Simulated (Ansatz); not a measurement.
SnSe2:
```
SnSe2
1.0
    5.68400     0.00000     0.00000
    0.00000     7.37985     0.00000
    0.00000     0.00000     4.30514
Sn Se
2 4
Direct
  0.00000   0.00000   0.00000
  0.50000   0.50000   0.50000
  0.15390   0.38573   0.00000
  0.65390   0.11427   0.50000
  0.34610   0.88573   0.50000
  0.84610   0.61427   0.00000
```

Relaxed with PBE. Special points in fractions of this cell's reciprocal vectors: Γ (0.000, 0.000, 0.000); X (0.500, 0.000, 0.000); S (0.500, 0.500, 0.000); Y (0.000, 0.500, 0.000); Z (0.000, 0.000, 0.500); U (0.500, 0.000, 0.500); R (0.500, 0.500, 0.500); T (0.000, 0.500, 0.500).

Problem. List the band energies nearest the Fermi level at these points for PBE (plane waves, PAW; program Ansatz).

Solution. In eV from the Fermi level; about four levels below and three above (degenerate sets whole), none deeper than 8.9 eV; points with the same levels are listed once.

```csv
k,below,above
Γ,-2.82 -1.63 -1.35 -1.00,0.32 0.37 0.40
X,-1.88 -1.88 -1.52 -1.52,0.12 0.12 2.26 2.26
S,-2.08 -2.08 -1.93 -1.93,0.93 0.93 1.03 1.03
Y,-1.93 -1.93 -1.11 -1.11,1.07 1.07 2.11 2.11
Z,-1.47 -1.47 -0.02 -0.02,2.58 2.58 2.71 2.71
U,-0.15 -0.15 -0.07 -0.07,2.14 2.14 2.98 2.98
R,-2.42 -2.42 -1.28 -1.28,1.23 1.23 2.61 2.61
T,-3.20 -3.20 -2.15 -2.15,0.88 0.88 1.28 1.28
```

Space group Pnnm. A made-up cell: these elements were put on the sites of a structure type; neither database checked (COD, Materials Project) lists it. COD files the formula under space group No. 164, 217, so this cell is another polymorph or a model. Whether it is the stable phase at ambient conditions was not checked. The cell was relaxed with PBE under the symmetry of its start; whether a distortion lowers the energy is not shown. Spin–orbit coupling is left out wherever it is not named.

Potentials: the later of the program's two PAW sets.
